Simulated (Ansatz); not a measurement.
Input deck for Ansatz 0.2.0, then the block of the output on the nuclei.

The cell is a computed structure from the Materials Project (it need not be an observed phase), atoms as given.

```yaml
crystal:
  lattice:
    - [-2.9888745628, 2.9888745628, 5.6642966801]
    - [2.9888745628, -2.9888745628, 5.6642966801]
    - [2.9888745628, 2.9888745628, -5.6642966801]
  atoms:
    - { symbol: Cd, position: [0.25, 0.75, 0.5] }
    - { symbol: Cd, position: [0.5, 0.5, 0.0] }
    - { symbol: Ge, position: [0.0, 0.0, 0.0] }
    - { symbol: Ge, position: [0.75, 0.25, 0.5] }
    - { symbol: As, position: [0.875, 0.34621757, 0.97121757] }
    - { symbol: As, position: [0.65378243, 0.625, 0.52878243] }
    - { symbol: As, position: [0.375, 0.90378243, 0.02878243] }
    - { symbol: As, position: [0.09621757, 0.125, 0.47121757] }
kpoints:
  mp_grid: { grid: [7, 7, 7] }
scf:
  occupations: { method: fermi_dirac, width: 0.02 }
hamiltonian:
  xc: r2scan
  pseudopotentials: { kind: paw }
output:
  forces: true
  stress: true
  populations: true
  efg:
    quadrupole_moments_barn: { Ge: -0.196, As: 0.311 }
    contact_densities: true
```

```sh
ansatz run input.yaml --threads 1 --pin off --max-ram 3072MiB --backend cpu --events-out ev --progress --plain --runs-dir out
```

Of the output, the block on the nuclei alone is shown; the set-up, the SCF iterations, energies, forces and stress are cut. One atom of each set with nearly equal values is shown.

```
--- PAW observables at the nuclei: V_zz in 10²¹ V/m², potentials from the cell's mean, atoms counted from 1 ---
  atom   1  Cd V_zz =    +4.451248   η = 0.0000   by run symmetry: allowed
            electrostatic potential = -7704.506447 V   contact ρ = 1035242.086650 e/Å³
  atom   3  Ge V_zz =    +0.260943   η = 0.0000   by run symmetry: allowed   C_q = -1.2367 MHz
            electrostatic potential = -4321.086744 V   contact ρ = 210067.406471 e/Å³
  atom   5  As V_zz =   -17.318171   η = 0.7439   by run symmetry: allowed   C_q = -130.2317 MHz
            electrostatic potential = -4514.850191 V   contact ρ = 235294.604117 e/Å³
```

Hardware: 1 thread of Arm Neoverse V2 (aarch64; 8 cores open to the job, memory cap 3.0 GiB, no GPU), a shared host with a load of 0.5 a core. Wall time 2.5 min, CPU time 2.5 min, peak memory 1.3 GiB.

Without spin–orbit coupling (the program notes it for Cd) the gradients can shift somewhat, as the gap is small. With a gap of 0.10 eV under a smearing of 0.02 eV the band edges are partly filled, so small gradients can hang on the smearing and the k-mesh.
